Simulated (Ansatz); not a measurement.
Relaxed Ca2Si (space group Pnma):

```yaml
crystal:
  lattice:
    - [7.27248, 0.00000, 0.00000]
    - [0.00000, 4.74909, 0.00000]
    - [0.00000, 0.00000, 8.81450]
  atoms:
    - { symbol: Ca, position: [0.33852, 0.75000, 0.07518] }
    - { symbol: Ca, position: [0.66148, 0.25000, 0.92482] }
    - { symbol: Ca, position: [0.16148, 0.25000, 0.57518] }
    - { symbol: Ca, position: [0.83852, 0.75000, 0.42482] }
    - { symbol: Ca, position: [0.01869, 0.25000, 0.18500] }
    - { symbol: Ca, position: [0.98131, 0.75000, 0.81500] }
    - { symbol: Ca, position: [0.48131, 0.75000, 0.68500] }
    - { symbol: Ca, position: [0.51869, 0.25000, 0.31500] }
    - { symbol: Si, position: [0.75044, 0.25000, 0.60288] }
    - { symbol: Si, position: [0.24956, 0.75000, 0.39712] }
    - { symbol: Si, position: [0.74956, 0.75000, 0.10288] }
    - { symbol: Si, position: [0.25044, 0.25000, 0.89712] }
```

The atoms are displaced by Q × the pattern below (from a DFPT mode at Γ, largest move 1; Q in Å), at fixed cell.

```json
[
 {"atom": "Ca1", "x": "0.000", "y": "-0.796", "z": "0.000"},
 {"atom": "Ca2", "x": "0.000", "y": "-0.796", "z": "0.000"},
 {"atom": "Ca3", "x": "0.000", "y": "0.796", "z": "0.000"},
 {"atom": "Ca4", "x": "0.000", "y": "0.796", "z": "0.000"},
 {"atom": "Ca5", "x": "0.000", "y": "1.000", "z": "0.000"},
 {"atom": "Ca6", "x": "0.000", "y": "1.000", "z": "0.000"},
 {"atom": "Ca7", "x": "0.000", "y": "-1.000", "z": "0.000"},
 {"atom": "Ca8", "x": "0.000", "y": "-1.000", "z": "0.000"},
 {"atom": "Si9", "x": "0.000", "y": "0.578", "z": "0.000"},
 {"atom": "Si10", "x": "0.000", "y": "0.578", "z": "0.000"},
 {"atom": "Si11", "x": "0.000", "y": "-0.578", "z": "0.000"},
 {"atom": "Si12", "x": "0.000", "y": "-0.578", "z": "0.000"}
]
```

Calculation: LDA (plane waves to 420 eV, PAW, scalar-relativistic; Ansatz, an electronic-structure program). k mesh 4×6×3 (Γ-centred), Fermi-Dirac smearing 0.05 eV. Ca2Si was relaxed with its symmetry unable to fall.

At one point of the scan the forces (eV/Å) are:

| atom | Fx | Fy | Fz |
|---|---|---|---|
| Ca1 | 0.009 | -0.152 | -0.002 |
| Ca2 | -0.009 | -0.152 | 0.002 |
| Ca3 | -0.009 | 0.152 | -0.002 |
| Ca4 | 0.009 | 0.152 | 0.002 |
| Ca5 | 0.004 | 0.191 | 0.008 |
| Ca6 | -0.004 | 0.191 | -0.008 |
| Ca7 | -0.004 | -0.191 | 0.008 |
| Ca8 | 0.004 | -0.191 | -0.008 |
| Si9 | 0.012 | 0.078 | -0.003 |
| Si10 | -0.012 | 0.078 | 0.003 |
| Si11 | -0.012 | -0.078 | -0.003 |
| Si12 | 0.012 | -0.078 | 0.003 |

Problem. Which point is it?
A. Q = -0.180 Å
B. Q = -0.090 Å
C. Q = -0.120 Å
D. Q = -0.060 Å

Solution. D, Q = -0.060 Å

(For displaced atoms, the force is minus the slope of the energy, and its curvature is a force constant, which sets phonon frequencies.)
